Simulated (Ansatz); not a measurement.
The relaxation started from an entry of Materials Project.

A relaxed cell of P2Pd (C2/c (No. 15)), relaxed on a k-mesh at least as fine as the one used below. Method: r2SCAN (plane waves to 500 eV, PAW, scalar-relativistic; Ansatz, a quantum-chemistry and plane-wave program). Γ-centred k-mesh 3×6×5 on the run's cell (coarser than for final values), Fermi–Dirac smearing 0.05 eV.

```xyz
12
Lattice="6.8936 -5.8649 0.0000 3.4468 2.9324 0.0000 -3.0923 0.0000 5.0081" Properties=species:S:1:pos:R:3 pbc="T T T"
P      0.2510     0.7277     1.6726
P      3.6978    -2.2047     1.6726
P      3.5503    -0.7277     3.3355
P      6.9971    -3.6601     3.3355
P      5.0964     0.7277     0.8315
P      8.5432    -2.2047     0.8315
P     -1.2952    -0.7277     4.1766
P      2.1516    -3.6601     4.1766
Pd     0.1772    -1.4662     2.5041
Pd     7.0708    -1.4662     2.5041
Pd     1.7234     1.4662     0.0000
Pd     5.1702    -1.4662     0.0000
```

The atoms are displaced by (Å):

| atom | ux | uy | uz |
|---|---|---|---|
| P1 | 0.035 | 0.000 | 0.032 |
| P2 | -0.097 | 0.002 | 0.060 |
| P3 | 0.023 | 0.192 | -0.008 |
| P4 | 0.020 | -0.082 | 0.155 |
| P5 | -0.086 | -0.107 | 0.091 |
| P6 | -0.050 | 0.066 | 0.020 |
| P7 | 0.063 | -0.121 | -0.050 |
| P8 | 0.155 | -0.032 | -0.005 |
| Pd9 | 0.068 | 0.009 | 0.036 |
| Pd10 | -0.047 | -0.082 | -0.021 |
| Pd11 | -0.043 | 0.026 | -0.026 |
| Pd12 | -0.076 | -0.045 | -0.143 |

Task: What forces (eV/Å) and pressure result?

Result: 
| atom | Fx | Fy | Fz |
|---|---|---|---|
| P1 | -0.88 | 0.52 | -0.06 |
| P2 | 0.76 | 0.05 | -0.74 |
| P3 | 0.28 | -3.60 | 0.98 |
| P4 | 0.50 | 0.60 | -2.10 |
| P5 | 1.12 | 0.41 | -2.01 |
| P6 | 1.04 | -1.12 | -0.32 |
| P7 | -1.12 | 1.19 | 2.23 |
| P8 | -1.59 | 0.37 | 0.27 |
| Pd9 | -0.48 | 1.05 | -0.85 |
| Pd10 | 0.21 | 0.40 | 0.43 |
| Pd11 | -0.13 | -0.64 | 0.67 |
| Pd12 | 0.29 | 0.78 | 1.50 |

Pressure +1.2 GPa.

Task: Estimate the energy cost of the displacement in the harmonic approximation and compare with the calculation.

Result: For a harmonic well ΔE = −½ Σ F·u = 1.328 eV a cell, or 111 meV/atom. The calculated energy relative to the undisplaced cell is +0.11 eV/atom, so the harmonic estimate holds well.

No spin polarisation in the result.

The run that gave the undisplaced cell could not lose the symmetry of its start; a randomly shaken copy of 6 atoms returns to this structure.
